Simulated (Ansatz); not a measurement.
Values for one crystal, relaxed and computed with the program Ansatz at the PBE level (PAW); other levels are named.

| Item | Result |
|---|---|
| Volume per atom | 15.97 Å³ |
| Electronic character | metallic (no gap) |
| Density of states at the Fermi level | 1.0 states/eV per atom (mean over ±0.08 eV) |
| Formation energy from the elements (no fitted shifts) | -0.21 eV/atom |

**Question.** Pick the material that matches.
A. TaRu, rock salt
B. Ru3W, Cu3Au type
C. ZrRu, rock salt
D. NbRu, P2/m (Nb on 2m, Nb on 1a, Ru on 1e, Ru on 2n)

**Answer.** D, NbRu, P2/m (Nb on 2m, Nb on 1a, Ru on 1e, Ru on 2n)

The start of the workflow was typed in or built on a structure type; neither database checked (COD, Materials Project) lists it. COD files the formula under space group No. 123, 221. Whether it is the stable phase at ambient conditions was not checked. The PBE relaxation kept the symmetry of its start; its stability against distortions is not shown here. No spin polarisation was allowed. The references are the lowest solids computed at this level, not always the standard phases. Spin–orbit coupling is left out wherever it is not named.

Potentials: the earlier of the program's two PAW sets.
